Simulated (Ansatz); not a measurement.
# Substitution series in the CsCl type structure

A short materials screen. All rows share the structure (CsCl type) and keep Ru fixed, while the element on the remaining site is varied. Ratios to the reference expose how stiffness follows bond length.

RuAl serves as the reference.

Methods, by column (Ansatz, a plane-wave PAW program): bond length, volume per atom: PBEsol, relaxed cell; bulk modulus, shear modulus: PBEsol, elastic tensor, Hill average; gap: PBEsol.

Working rules: ln(d/d_ref), a natural logarithm; ln(K/K_ref), a natural logarithm; relative value = row/reference.

| crystal | shortest bond (Å) | V (Å³/atom) | K (GPa) | G (GPa) | gap (eV) | ln(d/d_ref) | ln(K/K_ref) | K (relative) |
|---|---|---|---|---|---|---|---|---|
| HfRu (CsCl type) | 2.779 | 16.51 | 213 | 103 | 0.00 | 0.075 | −0.028 | 0.97 |
| TiRu (CsCl type) | 2.638 | 14.13 | 234 | 115 | 0.00 | 0.023 | 0.066 | 1.07 |
| VRu (CsCl type) | 2.573 | 13.11 | 274 | 83.6 | 0.00 | −0.002 | 0.224 | 1.25 |
| RuAl (CsCl type), reference | 2.578 | 13.18 | 219 | 116 | 0.00 | 0.000 | 0.000 | 1.00 |
| ZrRu (CsCl type) | 2.799 | 16.89 | 198 | 83.7 | 0.00 | 0.082 | −0.101 | 0.90 |

Runs started from generated or typed cells of the structure named: RuAl. Whether these are the forms stable at ambient conditions was not checked: HfRu (CsCl type); TiRu (CsCl type); ZrRu (CsCl type). No claim is made that these are known or stable phases: VRu (CsCl type). Magnetic states: VRu (CsCl type) ferromagnetic, as set for this run. No gap (0.00) means none at this level, which can close a small real gap. Spin–orbit coupling is left out unless named.

The steps for VRu (CsCl type):

- ln(d/d_ref): ln(2.573/2.578) = −0.002
- ln(K/K_ref): ln(274/219) = 0.224
- relative bulk modulus: 274/219 = 1.25

By relative bulk modulus (highest first): VRu (CsCl type) (1.25 ± 0.063), TiRu (CsCl type) (1.07 ± 0.053) ≈ RuAl (1.00 ± 0.050) ≈ HfRu (CsCl type) (0.97 ± 0.049), ZrRu (CsCl type) (0.90 ± 0.045). The ± follows from allowances picked for this note (bulk modulus 5 %), carried to first order and added in quadrature, each row's own inputs moving alone; ≈ joins neighbours closer than their two ± added in quadrature. At the edge of that rule, so that a last digit could turn the call: RuAl and TiRu (CsCl type); ZrRu (CsCl type) and HfRu (CsCl type).

A straight line through the two logarithms has slope −2.3 (r² = 0.57). The scatter is too large to call it a power law.

Members need not be the stable phase of their formula. Rows are a sample of the computed members of this series, without regard to agreement with measurement. Limits of the draw: no layered crystals, gaps over 0.2 eV where gaps are compared; for moduli and speeds, an anisotropy index under 2.5, no layered crystals. As a rule kept out of such tables: 4f compounds, open-shell compounds run without a Hubbard term, cells found unstable in the tests at hand, cells close to a higher symmetry, and runs set to a pressure or over 12 % in volume from the crystal's fullest run.
